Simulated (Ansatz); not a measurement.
A: TiC (rock salt), a = 4.328 Å, b = 4.328 Å, c = 4.328 Å, α = 90.00°, β = 90.00°, γ = 90.00°
B: Ge (diamond), a = 5.6744 Å, b = 5.6744 Å, c = 5.6744 Å, α = 90.00°, β = 90.00°, γ = 90.00°
C: PbTe (rock salt), a = b = c = 6.535 Å, α = β = γ = 90.00°
D: CuI (zinc blende), a = b = c = 6.0230 Å, α = β = γ = 90.00°

Scan: energy over volume and axial ratio (atoms clamped). All come from one method, each on a k mesh of its own. All were relaxed with their symmetry unable to fall. CuI is run without spin polarisation. Spin-orbit coupling is left out. TiC is run without spin polarisation.

**Question.** Put the candidates in order of shear modulus C′ = (C11 − C12)/2 (fitted), lowest first, for r2SCAN (plane waves to 500 eV, PAW, scalar-relativistic; Ansatz, a first-principles code).

**Answer.** D (9 GPa), B (41 GPa), C (54 GPa), A (200 GPa)

(Under strain, the slope of the energy per volume gives the stress and its curvature an elastic modulus.)
